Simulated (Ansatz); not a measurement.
AlN:
Space group P6₃mc (No. 186); a = b = 3.0888 Å, c = 4.9431 Å, α = β = 90.00°, γ = 120.00°

| atom | site | symmetry | x | y | z |
|---|---|---|---|---|---|
| Al | 2b | 3m. | 0.6667 | 0.3333 | 0.0036 |
| N | 2b | 3m. | 0.3333 | 0.6667 | 0.1216 |

Relaxed with LDA.

**Question.** Decompose the optical modes at the zone centre into irreducible representations, and say which are infrared and Raman allowed.

**Answer.** Point group 6mm: Γ_opt = A1 + 2B1 + E1 + 2E2. Infrared: A1, E1. Raman: A1, E1, E2.

**Question.** Assign frequencies (DFPT, LDA (plane waves, PAW; program Ansatz); without the LO–TO term).

**Answer.** E2 240, B1 553, A1 620, E2 666, E1 678, B1 729 cm⁻¹.

Subscripts of B labels follow the axes of the standard setting.

Space group P6_3mc (wurtzite). The cell was relaxed with LDA under the symmetry of its start; phonons on a q-mesh show no instability.

Potentials: the later of the program's two PAW sets.
